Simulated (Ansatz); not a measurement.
**NaGeAu, first-principles data**

NaGeAu:
Space group Imm2 (No. 44); a = 4.4136 Å, b = 7.2477 Å, c = 7.4816 Å, α = β = γ = 90.00°

```tsv
atom	site	symmetry	x	y	z
Na	2a	mm2	0.0000	0.0000	0.5927
Na	2b	mm2	0.5000	0.0000	0.2205
Ge	4d	m..	0.0000	0.3232	0.3225
Au	4d	m..	0.0000	0.2000	0.9998
```
(The calculation used a cell of 6 atoms; values per cell refer to that cell.)

Space group Imm2 (No. 44); conventional cell a = 4.414 Å, b = 7.248 Å, c = 7.482 Å, α = 90.00°, β = 90.00°, γ = 90.00°.

Method: PBEsol in the plane-wave PAW code Ansatz. The cell and atoms are relaxed at this level. Other levels are named where they apply.

### Cell and energy

| Property | Value |
|---|---|
| Volume per atom | 19.94 Å³ |
| Density | 8.12 g/cm³ |
| Formation energy from the elements (no fitted shifts) | -0.30 eV/atom |

### Electronic structure

| Quantity | Result |
|---|---|
| Electronic character | metallic (no gap) |
| Density of states at the Fermi level | 0.27 states/eV per atom (mean over ±0.08 eV) |

### Charges

| Quantity | Value |
|---|---|
| Bader charges | Na +0.81, Ge +0.01, Au -0.82 e |

The workflow started from an entry of the Crystallography Open Database (COD). Its standing as an ambient phase is unchecked. The PBEsol relaxation kept the symmetry of its start; whether a distortion lowers the energy is not shown. The references are the lowest solids computed at this level, not always the standard phases. Spin–orbit coupling is left out wherever it is not named.

Potentials: the later of the program's two PAW sets.
